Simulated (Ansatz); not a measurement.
Relaxed-ion elastic tensor of Ba (bcc (W type), Im-3m) in GPa (Voigt order), r²SCAN in the plane-wave PAW code Ansatz; density 3.50 g/cm³, 65.20 Å³ per atom.

```
      1     2     3    4    5    6
-  ----  ----  ----  ---  ---  ---
1  12.4   6.3   6.3  0.0  0.0  0.0
2   6.3  12.4   6.3  0.0  0.0  0.0
3   6.3   6.3  12.4  0.0  0.0  0.0
4   0.0   0.0   0.0  9.0  0.0  0.0
5   0.0   0.0   0.0  0.0  9.0  0.0
6   0.0   0.0   0.0  0.0  0.0  9.0
```

**Question.** Is the crystal mechanically stable?

**Answer.** Yes: the smallest eigenvalue of C is 6.1 GPa.

**Question.** Work out the Voigt, Reuss and Hill averages.

**Answer.** K_V = 8.3, K_R = 8.3, K_H = 8.3; G_V = 6.6, G_R = 5.1, G_H = 5.8 GPa.

**Question.** Give Young's modulus, Poisson's ratio, Pugh's ratio and the universal anisotropy index.

**Answer.** E = 9KG/(3K + G) = 14.2 GPa; ν = 0.22; K/G = 1.42 (brittle by the Pugh limit of 1.75); A_U = 5G_V/G_R + K_V/K_R − 6 = 1.52.

**Question.** Estimate the sound speeds and the Debye temperature.

**Answer.** v_l = √((K + 4G/3)/ρ) = 2150 m/s, v_t = √(G/ρ) = 1290 m/s, mean 1430 m/s; Θ = (h/k)(3n/4πV)^(1/3) v_m = 106 K.

**Question.** Give the Zener ratio and Young's modulus along [100], [110] and [111].

**Answer.** A = 2C44/(C11 − C12) = 2.93; 1/E = S11 − 2(S11 − S12 − S44/2)Γ with Γ = 0, 1/4, 1/3 gives 8.2, 14.6, 19.8 GPa.

The cell was relaxed with r²SCAN under the symmetry of its start; phonons on a q-mesh show no instability. As this level gives no gap, shear constants depend on the k-mesh and smearing (Fermi–Dirac, 0.1 eV here). Scalar-relativistic: spin–orbit coupling is off unless named, which matters more the heavier the elements.

Potentials: the later of the program's two PAW sets.
